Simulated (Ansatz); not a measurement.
BAs (zinc blende), relaxed and computed with several functionals in Ansatz (plane waves, PAW). Much of their spread follows the volume that each gives.

```json
[
 {"functional": "HSE06", "V (Å³/atom)": "13.58", "B₀ by P(V) fit (GPa)": "146"},
 {"functional": "PBE", "V (Å³/atom)": "13.90", "B₀ by P(V) fit (GPa)": "131"},
 {"functional": "LDA", "V (Å³/atom)": "13.24", "B₀ by P(V) fit (GPa)": "147"},
 {"functional": "r²SCAN", "V (Å³/atom)": "13.67", "B₀ by P(V) fit (GPa)": "?"}
]
```

Problem. Fit a straight line to ln B₀ against ln V and predict the withheld value.

Solution. Least squares on the 3 shown rows: ln B₀ = -2.34 × ln V + (11.052), with a scatter of 2.5 %. For r²SCAN this gives 139. The run itself gave 141, a miss of 1.4 % of that.

All cells were relaxed under the symmetry of their starts (and spin orders); stability against distortions was not tested throughout. Scalar-relativistic: spin–orbit coupling is off unless named, which matters more the heavier the elements.

Potentials: the earlier of the program's two PAW sets. The files were generated under PBE; for other functionals the program regenerates the frozen cores, and for LDA and PBEsol the local potential too.

Ansatz (an electronic-structure program) is a plane-wave DFT program.
